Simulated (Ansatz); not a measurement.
**SiGe: computed property card**

SiGe:
```
SiGe
1.0
   -1.98108     1.98108    14.02658
    1.98108    -1.98108    14.02658
    1.98108     1.98108   -14.02658
Si Ge
5 5
Direct
  0.90442   0.90442   0.00000
  0.45210   0.95210   0.50000
  0.50000   0.50000   0.00000
  0.04790   0.54790   0.50000
  0.09558   0.09558   0.00000
  0.64547   0.14547   0.50000
  0.69783   0.69783   0.00000
  0.25000   0.75000   0.50000
  0.30217   0.30217   0.00000
  0.85453   0.35453   0.50000
```

Space group I-4m2 (No. 119); conventional cell a = b = 3.9622 Å, c = 28.0532 Å, α = β = γ = 90.00°.

Method: DFT-PBE in the program Ansatz with PAW potentials. Structure relaxed to zero pressure with the same functional. Other levels are named where they apply.

**Cell and energy**

- Volume per atom: 22.02 Å³
- Density: 3.80 g/cm³
- Formation energy from the elements (no fitted shifts): 0.016 eV/atom

**Electronic structure**

- Band gap: 0.33 eV (direct)
- Valence-band maximum: at Γ
- Conduction-band minimum: at Γ
- Electron effective mass: 0.18, 0.18, 1.4 mₑ (principal values)
- Hole effective mass, band 1 of 2 at the edge: 2.2 along x, 0.26 along z (mₑ)
- Hole effective mass, band 2 of 2 at the edge: 0.055 along x, 0.26 along z (mₑ)

The start of the workflow was typed in or built on a structure type; neither database checked (COD, Materials Project) lists it. Its standing as an ambient phase is unchecked. The cell was relaxed with PBE under the symmetry of its start; whether a distortion lowers the energy is not shown. The references are the lowest solids computed at this level, not always the standard phases. Spin–orbit coupling is left out wherever it is not named.

Potentials: the earlier of the program's two PAW sets.
